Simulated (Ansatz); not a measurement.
**Question.** Name crystals whose computed values (LDA (plane waves, PAW; program Ansatz)) fall in these windows: B₀ by P(V) fit (GPa) 270 to 360; G_Hill (GPa) 68 to 82.

**Answer.** 

```json
[
 {"crystal": "Pt, fcc (Cu type)", "B₀ by P(V) fit (GPa)": "307", "G_Hill (GPa)": "75.7"},
 {"crystal": "TaRu, L1₀ or tetragonal B2", "B₀ by P(V) fit (GPa)": "288", "G_Hill (GPa)": "77.5"}
]
```
Others may fit too.

Standing as an ambient phase not checked: TaRu, L1₀ or tetragonal B2. All cells were relaxed under the symmetry of their starts (and spin orders); stability against distortions was not tested throughout. Named crystals with no word on spin ran without spin polarisation. Scalar-relativistic: spin–orbit coupling is off unless named, which matters more the heavier the elements.

Potentials: the earlier of the program's two PAW sets. The files were generated under PBE; for other functionals the program regenerates the frozen cores, and for LDA and PBEsol the local potential too.
